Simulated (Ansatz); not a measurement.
**Rocksalt alloy of MgO and CdO (22 of 32 Mg sites exchanged), 64 atoms**

Ansatz, PAW, plane waves. PBEsol relaxation of volume and atoms (shape held) at the single k point (½, ½, ½); single points on the relaxed atoms at the Γ point alone, onto which points of the small cell's zone fold. Arrangement: quasirandom. No spin–orbit coupling unless named.

Relaxed structure:

```xyz
64
Lattice="9.1427 0.0000 0.0000 0.0000 9.1427 0.0000 0.0000 0.0000 9.1427" Properties=species:S:1:pos:R:3 pbc="T T T"
O     2.3039    0.1705    9.1271
O     2.2927    0.0134    4.5707
O     2.4092    4.4711    9.0241
O     2.4206    4.5693    4.6947
O     6.8457    0.0048    0.0016
O     6.8342    9.0064    4.5732
O     6.6961    4.5599    9.1304
O     6.7153    4.6661    4.5848
O     0.1281    2.3115    9.0279
O     0.0013    2.2974    4.7046
O     9.1279    6.8421    9.0080
O     8.9999    6.8311    4.6932
O     4.4724    2.4263    0.0894
O     4.5744    2.4358    4.4453
O     4.5665    6.7087    9.0996
O     4.6612    6.7199    4.5951
O     9.1406    0.0145    2.2841
O     0.0244    9.0473    6.8568
O     0.0041    4.5554    2.2863
O     0.1348    4.5926    6.8564
O     4.5589    8.9487    2.2793
O     4.5584    8.9990    6.8536
O     4.5491    4.6180    2.2827
O     4.4623    4.6563    6.8491
O     2.4175    2.3087    2.1565
O     2.1959    2.4018    6.9565
O     2.3755    6.8472    2.2842
O     2.2727    6.7362    6.8535
O     6.6918    2.2796    2.2813
O     7.0174    2.2848    6.8584
O     6.7476    6.8416    2.4160
O     6.8330    6.8315    6.7481
Cd    0.0168    0.0165    9.1131
Cd    9.1226    9.1269    4.5984
Cd    0.0340    4.5701    9.1087
Cd    9.1397    4.5817    4.6061
Cd    4.5575    9.1406    0.0147
Cd    4.5773    9.1108    4.5505
Cd    2.3024    2.3171    4.5798
Cd    2.3078    6.8387    9.1175
Cd    2.3057    6.8342    4.5925
Cd    6.8417    2.2994    9.1388
Cd    6.8403    2.2944    4.5722
Cd    6.8227    6.8402    9.1291
Cd    2.3169    0.0213    2.2651
Cd    2.2821    0.0007    6.8658
Cd    2.3112    4.5738    2.2689
Cd    6.8142    9.1274    2.2988
Cd    6.8716    9.1107    6.8466
Cd    6.8144    4.5796    2.2974
Cd    6.8470    4.5808    6.8493
Cd    0.0223    2.2820    2.2621
Cd    9.1079    6.8612    2.3113
Cd    4.5419    2.3275    6.8670
Mg    4.5249    4.5869    9.1051
Mg    4.5636    4.6118    4.6023
Mg    2.3225    2.3442    9.1114
Mg    6.8007    6.8182    4.6043
Mg    2.3136    4.5798    6.8724
Mg    0.0629    2.3628    6.8803
Mg    0.0110    6.8248    6.8323
Mg    4.5439    2.4631    2.2540
Mg    4.5881    6.7930    2.3287
Mg    4.5739    6.7834    6.8300
```

Problem. What are the mean bond lengths by pair (pairs within 1.2 times the sum of covalent radii, less contacts 15 % beyond the pair's median; cation–cation pairs of compounds aside; long ionic contacts are cut short by that bound)?

Solution. Cd–O 2.326 ± 0.063 Å (standard deviation, 132 bonds); Mg–O 2.197 ± 0.067 Å (standard deviation, 59 bonds).

Problem. What gap lies between the top filled and the lowest empty level in the single points?

Solution. HSE06 1.53 eV (6.1 min on 7 threads of Neoverse-V2); r²SCAN 0.69 eV (57 s on 7 threads of Neoverse-V2).
